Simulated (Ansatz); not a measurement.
Total density of states per atom from LDA (plane waves, PAW; program Ansatz), in 0.25 eV bins, energy from the valence-band maximum:

```
E (eV) | states/eV/atom
    -7.85 |  0.00
    -7.60 | ################# 0.45
    -7.35 | #################### 0.54
    -7.10 | ########### 0.31
    -6.85 | ########## 0.28
    -6.60 | ############ 0.33
    -6.35 | ########### 0.31
    -6.10 | ########### 0.29
    -5.85 | ########## 0.27
    -5.60 | ######## 0.21
    -5.35 | ###### 0.15
    -5.10 | #### 0.12
    -4.85 | ######### 0.25
    -4.60 | ###################### 0.59
    -4.35 | ################### 0.51
    -4.10 | ######################## 0.66
    -3.85 | ##################### 0.56
    -3.60 | ################## 0.50
    -3.35 | #################### 0.54
    -3.10 | #################### 0.55
    -2.85 | ################# 0.46
    -2.60 | ############### 0.40
    -2.35 | ############# 0.36
    -2.10 | ############# 0.35
    -1.85 | ################## 0.49
    -1.60 | ###################### 0.60
    -1.35 | ########################## 0.70
    -1.10 | #################### 0.54
    -0.85 | ############ 0.33
    -0.60 | ####### 0.20
    -0.35 | ##### 0.12
    -0.10 | # 0.03
     0.15 |  0.00
     0.40 |  0.00
     0.65 |  0.00
     0.90 | ### 0.07
     1.15 | ###### 0.16
     1.40 | ########### 0.30
     1.65 | ################ 0.43
     1.90 | ################### 0.51
     2.15 | ######################### 0.68
     2.40 | ####################### 0.62
     2.65 | ####################### 0.63
     2.90 | ###################### 0.60
     3.15 | #################### 0.53
     3.40 | ################ 0.45
     3.65 | ################## 0.50
     3.90 | ############################ 0.76
     4.15 | ########################### 0.74
     4.40 | ############################## 0.82
     4.65 | ############################ 0.76
     4.90 | ####################### 0.63
     5.15 | ######################## 0.65
     5.40 | ########################## 0.69
```

**Question.** Which of these materials gives this?
(A) TlBiS2, R-3m (Tl on 3b, Bi on 3a, S on 6c)
(B) GaAg, CsCl type
(C) GaP, R-3m (Ga on 6c, P on 6c)
(D) Ga2Pt, fluorite or antifluorite type

**Answer.** C, GaP, R-3m (Ga on 6c, P on 6c). Top 1 eV of the valence band: P 3p 56 %, Ga 4p 38 %. Bottom 1 eV of the conduction band: Ga 4p 32 %, P 3p 27 %, P 3s 22 %, Ga 4s 10 %, outside the projected shells 9 %. Projections are on Löwdin-orthogonalised atomic valence shells; empty p or d shells of many metals are not among them.

The workflow started from a Materials Project entry (that database holds measured and hypothetical structures alike); the Crystallography Open Database copy checked does not list it. It is not the phase usual at ambient conditions (space group No. 216). Symmetry was held in the LDA relaxation; whether a distortion lowers the energy is not shown. Spin–orbit coupling is left out wherever it is not named.

Potentials: the later of the program's two PAW sets.
